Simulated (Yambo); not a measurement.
Cs₂NaYF₆ (space group Fm-3m, No. 225), G0W0@LDA (Yambo, plasmon pole, terminator in G, 2×2×2 mesh): gap Γ → Γ in eV by bands and screening block.

| bands (W and G) | 2 Ry | 3 Ry | 4 Ry | 6 Ry | 7 Ry |
|---|---|---|---|---|---|
| 75 | 11.92 | 11.38 | 11.21 | 11.00 | 10.96 |
| 113 | 11.43 | 10.91 | (withheld) | 10.58 | 10.54 |
| 161 | 11.21 | 10.69 | 10.55 | 10.40 | 10.36 |
| 224 | 11.11 | (withheld) | 10.46 | (withheld) | 10.30 |
| 286 | 11.09 | 10.54 | 10.40 | 10.28 | 10.26 |

Problem. Estimate the withheld gaps from their neighbours; the computed values follow.

Solution. 
- 113, 4 Ry: 10.76
- 224, 3 Ry: 10.59
- 224, 6 Ry: 10.32

The largest settings aren't shown to be the converged limit.

Geometry of the Materials Project entry, not relaxed at this level; primitive cell a = 6.5064 Å, b = 6.5064 Å, c = 6.5064 Å, α = 60.00°, β = 60.00°, γ = 60.00°.
